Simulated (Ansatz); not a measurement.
MnIr (L1₀ or tetragonal B2, P4/mmm) at seven volumes, the program Ansatz at the r²SCAN level (PAW), shape and atoms relaxed at each. One row is withheld.

```tsv
V (Å³/atom)	P (GPa)
12.352	26.68
12.759	16.09
13.166	7.29
13.573	0.00
13.981	-6.09
14.388	?
14.795	-15.38
```

**Question.** Fit the shown pressures and predict the withheld one.

**Answer.** Third-order Birch–Murnaghan: P = (3/2)B₀(x^(7/2) − x^(5/2))[1 + (3/4)(B′ − 4)(x − 1)] with x = (V₀/V)^(2/3). Least squares on the six rows gives V₀ = 13.573 Å³/atom, B₀ = 222.2 GPa, B′ = 5.12. At V = 14.388, x = 0.9619 and P = -11.16 GPa. The run itself gave -11.17 GPa.

The start of the workflow was typed in or built on a structure type; the Crystallography Open Database files this formula in space group No. 123, but the cells were not matched. Its standing as an ambient phase is unchecked. The cell was relaxed with r²SCAN under the symmetry of its start, as lowered by the spin order; its stability against distortions is not shown here. The final state is antiferromagnetic, chosen from 5 collinear starts compared on coarse meshes (ties went to the first, and starts can fall back to one state), not a proven ground state. Other orbital occupations within this spin state were not tried. Scalar-relativistic: spin–orbit coupling is off unless named, which matters more the heavier the elements.

Potentials: the earlier of the program's two PAW sets. The files were generated under PBE; for other functionals the program regenerates the frozen cores, and for LDA and PBEsol the local potential too.
